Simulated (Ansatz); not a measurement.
Relaxed-ion elastic tensor of VInO4 in space group Cmcm (No. 63; V on 4c, In on 4a, O on 8f, O on 8g) in GPa (Voigt order), DFT-PBEsol in the program Ansatz with PAW potentials; density 4.69 g/cm³, 13.57 Å³ per atom.

```csv
,1,2,3,4,5,6
1,201,64.5,73.3,0.0,0.0,0.0
2,64.5,98.6,37.8,0.0,0.0,0.0
3,73.3,37.8,143,0.0,0.0,0.0
4,0.0,0.0,0.0,44.4,0.0,0.0
5,0.0,0.0,0.0,0.0,47.5,0.0
6,0.0,0.0,0.0,0.0,0.0,34.2
```

Problem. Is the crystal mechanically stable?

Solution. Yes: the smallest eigenvalue of C is 34.2 GPa.

Problem. Work out the Voigt, Reuss and Hill averages.

Solution. K_V = 88.2, K_R = 75.7, K_H = 82.0; G_V = 43.0, G_R = 40.9, G_H = 42.0 GPa.

Problem. Give Young's modulus, Poisson's ratio, Pugh's ratio and the universal anisotropy index.

Solution. E = 9KG/(3K + G) = 108 GPa; ν = 0.28; K/G = 1.95 (ductile by the Pugh limit of 1.75); A_U = 5G_V/G_R + K_V/K_R − 6 = 0.42.

Problem. Estimate the sound speeds and the Debye temperature.

Solution. v_l = √((K + 4G/3)/ρ) = 5420 m/s, v_t = √(G/ρ) = 2990 m/s, mean 3330 m/s; Θ = (h/k)(3n/4πV)^(1/3) v_m = 416 K.

Problem. Solve the Christoffel equation for the three sound speeds along x, y, z.

Solution. Eigenvalues of C_ijkl n_j n_l equal ρv². In km/s, slowest first: x 2.70, 3.18, 6.55; y 2.70, 3.08, 4.59; z 3.08, 3.18, 5.52.

Problem. How much does each axis shrink under pressure?

Solution. Linear compressibilities β_i = Σ_j S_ij (j = 1 to 3): x 0.80, y 7.9, z 4.5 per TPa.

The first step of the workflow began from a Materials Project structure, measured or hypothetical; the Crystallography Open Database files this formula in space group No. 63, but the cells were not matched. Its standing as an ambient phase is unchecked. The cell was relaxed with PBEsol under the symmetry of its start; its stability against distortions is not shown here. No spin polarisation was allowed. No Hubbard U is applied.

Potentials: the later of the program's two PAW sets.
